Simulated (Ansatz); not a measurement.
The relaxed structure here is a generated cell of Fe: the first start was made by placing the elements on the sites of a structure type, and the end was not matched to a known phase here, so it may be hypothetical. Known forms of Fe include space group No. 229.

A relaxed structure of Fe. Space group P6/mmm (No. 191), AFLOW prototype A_hP1_191_a (A_f, as in Sn). Level of theory: r2SCAN (plane waves to 500 eV, PAW, scalar-relativistic; Ansatz, a program for electronic structure).

```xyz
1
Lattice="2.5088 0.0000 0.0000 -1.2544 2.1727 0.0000 0.0000 0.0000 2.3985" Properties=species:S:1:pos:R:3 pbc="T T T"
Fe     0.0000     0.0000     0.0000
```

Task: Estimate the magnetic moment that r2SCAN returns for this input.

Result: Net 2.87 μB/atom, ferromagnetic.

Spin state reached: ferromagnetic (net 2.87 μB/atom), from parallel starting moments; other spin orders were not run from this start. r2SCAN tends to overstate moments in metals.

The run could not lower the symmetry of its start; a shaken copy of this end point relaxes with r2SCAN to Im-3m (No. 229), 0.41 eV/atom lower.
